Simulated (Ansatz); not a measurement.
Os (hcp, Mg type), conventional cell a = 2.738 Å, b = 2.738 Å, c = 4.316 Å, α = 90.00°, β = 90.00°, γ = 120.00°. The calculation uses the primitive cell of 2 atoms, to which meshes and values per cell refer.

The relaxed cell is deformed in two ways at once: its volume V is scaled, and at that volume it is stretched along z (the c axis of the conventional cell) so that c/a changes. Fractional atomic positions are held.

All values below come from r2SCAN (plane waves to 500 eV, PAW, scalar-relativistic; Ansatz, a program for electronic structure). k mesh 19×19×11 (Γ-centred), Fermi-Dirac smearing 0.05 eV. Energies are smeared free energies. With partly filled bands, the response to shear is sensitive to the k mesh, so small differences along c/a are uncertain. Os is run without spin polarisation. Os was relaxed with its symmetry unable to fall. Spin-orbit coupling is left out, though Os is heavy. ΔE is measured from the relaxed starting cell.

| ΔE (eV/atom) | V/V₀ = 0.960 | V/V₀ = 0.973 | V/V₀ = 0.987 | V/V₀ = 1.000 | V/V₀ = 1.013 | V/V₀ = 1.027 | V/V₀ = 1.040 |
|---|---|---|---|---|---|---|---|
| (c/a)/(c/a)₀ = 0.960 | 0.069 | 0.048 | [?] | 0.030 | 0.031 | 0.039 | 0.052 |
| (c/a)/(c/a)₀ = 0.973 | 0.049 | 0.030 | [?] | 0.013 | [?] | 0.024 | 0.038 |
| (c/a)/(c/a)₀ = 0.987 | [?] | [?] | 0.007 | 0.003 | 0.006 | [?] | 0.030 |
| (c/a)/(c/a)₀ = 1.000 | 0.032 | [?] | 0.003 | 0.000 | 0.003 | 0.013 | 0.028 |
| (c/a)/(c/a)₀ = 1.013 | [?] | [?] | 0.007 | 0.003 | 0.007 | [?] | 0.032 |
| (c/a)/(c/a)₀ = 1.027 | 0.045 | 0.027 | [?] | 0.013 | [?] | 0.026 | 0.041 |
| (c/a)/(c/a)₀ = 1.040 | 0.061 | 0.042 | 0.032 | 0.028 | 0.032 | 0.041 | 0.056 |

Fill in the missing entries.


- (c/a)/(c/a)₀ = 0.960, V/V₀ = 0.987: 0.036
- (c/a)/(c/a)₀ = 0.973, V/V₀ = 0.987: 0.018
- (c/a)/(c/a)₀ = 0.973, V/V₀ = 1.013: 0.016
- (c/a)/(c/a)₀ = 0.987, V/V₀ = 0.960: 0.037
- (c/a)/(c/a)₀ = 0.987, V/V₀ = 0.973: 0.018
- (c/a)/(c/a)₀ = 0.987, V/V₀ = 1.027: 0.015
- (c/a)/(c/a)₀ = 1.000, V/V₀ = 0.973: 0.014
- (c/a)/(c/a)₀ = 1.013, V/V₀ = 0.960: 0.035
- (c/a)/(c/a)₀ = 1.013, V/V₀ = 0.973: 0.017
- (c/a)/(c/a)₀ = 1.013, V/V₀ = 1.027: 0.016
- (c/a)/(c/a)₀ = 1.027, V/V₀ = 0.987: 0.016
- (c/a)/(c/a)₀ = 1.027, V/V₀ = 1.013: 0.016

(A scan under strain: stresses follow from slopes of the energy per volume, elastic moduli from its curvatures.)
